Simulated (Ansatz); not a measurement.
SrO (rock salt, Fm-3m), DFT-LDA in the program Ansatz with PAW potentials. The conduction-band minimum lies at X, with 3 equivalent valleys. Second derivatives d²E/dk² of the lowest band at one valley (eV·Å²), along Cartesian directions:

| direction | d²E/dk² |
|---|---|
| [100] | 6.349 |
| [010] | 20.14 |
| [001] | 20.14 |
| [110] | 13.24 |
| [101] | 13.24 |
| [011] | 20.14 |

Find the principal effective masses, the density-of-states mass and the conductivity mass.

Off-diagonal terms follow from H_xy = H[110] − (H_xx + H_yy)/2, and m*/mₑ = 7.620 eV·Å² over each eigenvalue: 0.38, 0.38, 1.2. One valley's DOS mass (m₁m₂m₃)^(1/3) = 0.56, conductivity mass 3/(Σ 1/mᵢ) = 0.49 mₑ.

What effective density of states Nc follows at 300 K for parabolic valleys?

Nc = 2.509e19 × 3 × (0.56)^(3/2) ≈ 3.2e19 cm⁻³.

With the computed static dielectric constant 18.6 (mean of the diagonal), estimate a hydrogenic donor's binding energy and radius.

E = 13.606 eV × 0.49/18.6² ≈ 19 meV; a = 0.529 Å × ε/m* ≈ 20 Å. Semilocal masses tend to be too small when the gap is underestimated.

With ε∞ = 3.87 and ω_LO = 473 cm⁻¹, what Fröhlich coupling constant follows?

α = (1/ε∞ − 1/ε0) √(m* × 13.606 eV/ħω_LO) = 2.2.

The cell was relaxed with LDA under the symmetry of its start. Spin–orbit coupling is left out wherever it is not named.

Potentials: the earlier of the program's two PAW sets. The files were generated under PBE; for other functionals the program regenerates the frozen cores, and for LDA and PBEsol the local potential too.
